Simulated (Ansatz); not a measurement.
**Phonons of GdAg (CsCl-type structure)**

Method: PBEsol, scalar-relativistic; collinear spin; PAW, 420 eV, Gaussian smearing of 0.15 eV; code Ansatz. The datasets are Ansatz's generated set soft_2.

```xyz
2
Lattice="3.6136 0.0000 0.0000 0.0000 3.6136 0.0000 0.0000 0.0000 3.6136" Properties=species:S:1:pos:R:3 pbc="T T T"
Gd    0.0000    0.0000    0.0000
Ag    1.8068    1.8068    1.8068
```

The start was a prototype's sites filled with these elements; the Crystallography Open Database holds the compound in this structure.

Moments typed, the run going on from the state of an earlier one (μB, in the order of the atoms): 7.68, 0.0.

The spin moment ends at 7.21 μB for each cell as shown.

Force constants come from finite displacements in a 2×2×2 supercell (the unit cell's 10×10×10 k-mesh, folded to it); the long-range dipole term is not included. Points in reciprocal vectors of this cell: Γ = (0.000, 0.000, 0.000), X = (0.000, 0.500, 0.000), M = (0.500, 0.500, 0.000), R = (0.500, 0.500, 0.500).

Frequencies at the named points (cm⁻¹, imaginary ones negative):
| point | ω (cm⁻¹) |
| --- | --- |
| Γ | 0 0 0 109 109 109 |
| X | 70 70 75 86 86 110 |
| M | 23 23 61 82 115 115 |
| R | 68 68 68 109 109 109 |

**Question.** Is the structure dynamically stable along this path, and where does the spectrum end?

**Answer.** Yes: no branch is imaginary beyond numerical noise. The highest frequency is 115 cm⁻¹, at M. Points that don't fit the supercell are interpolated.

**Question.** What does the harmonic approximation give for the vibrational free energy, entropy and heat capacity?

**Answer.** Zero-point energy 14.5 meV/atom.
```tsv
T (K)	F_vib (meV/atom)	S (J/K per mole of atoms)	C_V (J/K per mole of atoms)
100	2.8	25.1	22.3
200	-32.5	41.3	24.2
300	-80.8	51.2	24.6
400	-137.7	58.3	24.8
500	-201.2	63.9	24.8
600	-269.8	68.4	24.9
700	-342.7	72.2	24.9
800	-419.4	75.6	24.9
900	-499.2	78.5	24.9
1000	-582.0	81.1	24.9
```

The highest mode, 115 cm⁻¹, is worth 170 K. At 300 K the heat capacity has reached 99 % of the classical limit 3R = 24.9 J/K per mole of atoms, since all modes lie under k_BT.

The crystal is a metal or nearly so; low and unstable modes depend on mesh and smearing.

Cost: 4.8 min on 4 threads of Arm Neoverse V1, with other jobs on the host, peak memory 3.4 GiB.

Without a U the 4f levels of Gd lie too near the Fermi level, so their share of the states there, and what hangs on it, is overstated. For elements this heavy, spin–orbit coupling would shift levels and gaps; it isn't included here. Site moments are of spin, integrated over atomic spheres. No antiparallel order was tried.
